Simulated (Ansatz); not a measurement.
BiSe₂: computed property card

BiSe2:
```
CELL_PARAMETERS angstrom
      8.37666     2.08535     0.00000
     -8.37666     2.08535     0.00000
     -7.38572     0.00000     9.67096
ATOMIC_POSITIONS crystal
  Bi 0.69781 0.30219 0.09218
  Bi 0.30219 0.69781 0.90782
  Bi 0.38841 0.61159 0.60180
  Bi 0.61159 0.38841 0.39820
  Se 0.03635 0.96365 0.94135
  Se 0.96365 0.03635 0.05865
  Se 0.91479 0.08521 0.45484
  Se 0.08521 0.91479 0.54516
  Se 0.65573 0.34427 0.83821
  Se 0.34427 0.65573 0.16179
  Se 0.20925 0.79075 0.34447
  Se 0.79075 0.20925 0.65553
```

Space group C2/m (No. 12); conventional cell a = 16.7533 Å, b = 4.1707 Å, c = 12.1687 Å, α = 90.00°, β = 127.37°, γ = 90.00°.

Method: DFT-r²SCAN+D4 in the program Ansatz with PAW potentials. The cell and atoms are relaxed at this level. Other levels are named where they apply.

**Cell and energy**

Volume per atom: 28.16 Å³
Density: 7.21 g/cm³
Formation energy from the elements (no fitted shifts): -0.35 eV/atom

**Electronic structure**

- Band gap: 0.99 eV (indirect)
- Valence-band maximum: on the M2–D line, 54 % of the way from M2 (k = 0.367, 0.367, -0.500 in fractions of the reciprocal vectors)
- Conduction-band minimum: off the standard path, at k = (0.286, 0.445, 0.422) in fractions of the reciprocal vectors
- Smallest direct gap on the standard path: 1.04 eV
- Electron effective mass: 0.13, 0.25, 0.69 mₑ (principal values)
- Hole effective mass: 0.15, 0.22, 1.5 mₑ (principal values)

**Charges**

Bader charges: Bi +1.11 to +1.13, Se -0.74 to -0.37 e

The workflow started from a Materials Project entry (that database holds measured and hypothetical structures alike); the Crystallography Open Database copy checked does not list it. Whether it is the stable phase at ambient conditions was not checked. The r²SCAN+D4 relaxation kept the symmetry of its start; whether a distortion lowers the energy is not shown. The references are the lowest solids computed at this level, not always the standard phases. Scalar-relativistic: spin–orbit coupling is off unless named, which matters more the heavier the elements.

Potentials: the later of the program's two PAW sets.
